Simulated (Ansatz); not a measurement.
**CsLiCr2Te2S3: changing the functional**

```
Cs Li Cr Te S
1.0
     3.42162   -5.18069    0.00784
     3.42162    5.18069    0.00784
    -2.90411    0.00000    7.43093
Cs Li Cr Te S
1 1 2 2 3
Direct
  0.09374 0.09374 0.00853
  0.58875 0.58875 0.55336
  0.05646 0.46755 0.55790
  0.46755 0.05646 0.55790
  0.56486 0.87357 0.29035
  0.87357 0.56486 0.29035
  0.81151 0.39697 0.73347
  0.39697 0.81151 0.73347
  0.21404 0.21404 0.48371
```

The cell comes from a database or a generator and needn't be the stable form of this composition.

Kept alike: task band structure; k mesh 5 × 5 × 4; occupations fermi-dirac, width 0.05 eV; collinear spin, ferromagnetic start. Program: Ansatz, Ansatz PAW. Cutoffs run from 420 to 500 eV. The mesh is that of the run's cell of 9 atoms. No spin-orbit coupling.

```csv
functional,pressure (GPa),largest site moment (μB)
BLYP,2.23,1.97
LDA,-3.85,1.90
PBE,0.00,2.02
PBEsol,-2.07,1.99
RPBE,1.73,2.07
r2SCAN,0.34,2.33
revPBE,1.32,2.06
```

Pressure is positive in compression, with a Pulay correction for the finite cutoff. For a metal such a mesh leaves the last digits unconverged. The runs hold the magnetic state that their start led to, which needn't be the lowest. Site moments count inside each atom's sphere or projector. All rows use potentials made for PBE.

What does the functional change here?

The pressure runs from -3.85 (LDA) to 2.23 GPa (BLYP). From PBE: BLYP +2.23; LDA -3.85; PBEsol -2.07; RPBE +1.73; r2SCAN +0.34; revPBE +1.32. The largest site moment runs from 1.90 (LDA) to 2.33 μB (r2SCAN). From PBE: BLYP -0.05; LDA -0.12; PBEsol -0.03; RPBE +0.05; r2SCAN +0.31; revPBE +0.04.
